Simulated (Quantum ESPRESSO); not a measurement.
Parts of the isotropic shielding in AlAs, by PBE GIPAW (a modified build of Quantum ESPRESSO, JTH PAW datasets), 20 Ha, k-mesh 8×8×8 shifted:

```yaml
crystal:
  lattice:
    - [0.00000, 2.83790, 2.83790]
    - [2.83790, 0.00000, 2.83790]
    - [2.83790, 2.83790, 0.00000]
  atoms:
    - { symbol: Al, position: [0.00000, 0.00000, 0.00000] }
    - { symbol: As, position: [0.75000, 0.75000, 0.75000] }
```
The cell comes from the Materials Project (a computed structure). It is AlAs in F-43m. Stability against distortions was not tested.

The core term is that of the free atom's frozen core; the paramagnetic column sums the reconstruction terms. Shieldings are absolute and leave out the bulk-susceptibility term; a larger σ means a smaller chemical shift. By our sweeps, such settings leave a few ppm in absolute σ on light atoms and up to some 20 ppm from Zn on. No d partial waves on Al: the paramagnetic term there is incompletely reconstructed.

```
site           core  bare (smooth current)  diamagnetic correction  paramagnetic corrections  σ_iso (ppm)
-----------  ------  ---------------------  ----------------------  ------------------------  -----------
Al (atom 1)   766.8                  -18.5                     2.3                         …            …
As (atom 2)  2541.0                   25.8                   326.1                         …            …
```

Q: Some entries are withheld; supply them.

A: 
- Al (atom 1), paramagnetic corrections: -354.7
- Al (atom 1), σ_iso (ppm): 395.9
- As (atom 2), paramagnetic corrections: -1328.5
- As (atom 2), σ_iso (ppm): 1564.4
